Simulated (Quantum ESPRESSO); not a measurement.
pw.x input (Quantum ESPRESSO 7.5; PBEsol, PseudoDojo standard norm-conserving files, fully relativistic):

```
&CONTROL
  calculation = 'scf'
  pseudo_dir = './pseudo'
  outdir = './out'
  tprnfor = .true.
  tstress = .true.
/
&SYSTEM
  ibrav = 0
  nat = 2
  ntyp = 2
  ecutwfc = 72.0
  ecutrho = 288.0
  occupations = 'smearing'
  smearing = 'fd'
  degauss = 0.002
  nbnd = 14
  noncolin = .true.
  lspinorb = .true.
/
&ELECTRONS
  conv_thr = 2e-10
/
ATOMIC_SPECIES
H 1.0080 H.upf
Cs 132.9055 Cs.upf
CELL_PARAMETERS angstrom
  3.818410000000   0.000000000000   0.000000000000
  0.000000000000   3.818410000000   0.000000000000
  0.000000000000   0.000000000000   3.818410000000
ATOMIC_POSITIONS crystal
H   0.500000000000   0.500000000000   0.500000000000
Cs   0.000000000000   0.000000000000   0.000000000000
K_POINTS automatic
8 8 8 0 0 0
```

End of the output:

```
     total energy              =     -47.94596922 Ry
     estimated scf accuracy    <       0.00000007 Ry
     total energy              =     -47.94596938 Ry
     estimated scf accuracy    <       0.00000005 Ry
     total energy              =     -47.94596939 Ry
     estimated scf accuracy    <          2.0E-10 Ry
[...]
     the Fermi energy is     6.2114 ev
!    total energy              =     -47.94596939 Ry
     estimated scf accuracy    <          8.4E-11 Ry
     smearing contrib. (-TS)   =      -0.00000000 Ry
     internal energy E=F+TS    =     -47.94596939 Ry
     The total energy is F=E-TS. E is the sum of the following terms:
     one-electron contribution =      -4.97175050 Ry
     hartree contribution      =       5.65001299 Ry
     xc contribution           =     -14.38062997 Ry
     ewald contribution        =     -34.24360191 Ry
     convergence has been achieved in   9 iterations
     Forces acting on atoms (cartesian axes, Ry/au):
     atom    1 type  1   force =     0.00000000    0.00000000    0.00000000
     atom    2 type  2   force =     0.00000000    0.00000000    0.00000000
     Total force =     0.000000     Total SCF correction =     0.000000
     Computing stress (Cartesian axis) and pressure
          total   stress  (Ry/bohr**3)                   (kbar)     P=       -9.55
  -0.00006489   0.00000000   0.00000000           -9.55        0.00        0.00
   0.00000000  -0.00006489   0.00000000            0.00       -9.55        0.00
   0.00000000   0.00000000  -0.00006489            0.00        0.00       -9.55
```
In a gapped system the printed Fermi energy is only some level inside the gap.

Geometry of the Materials Project entry, not relaxed at this level.
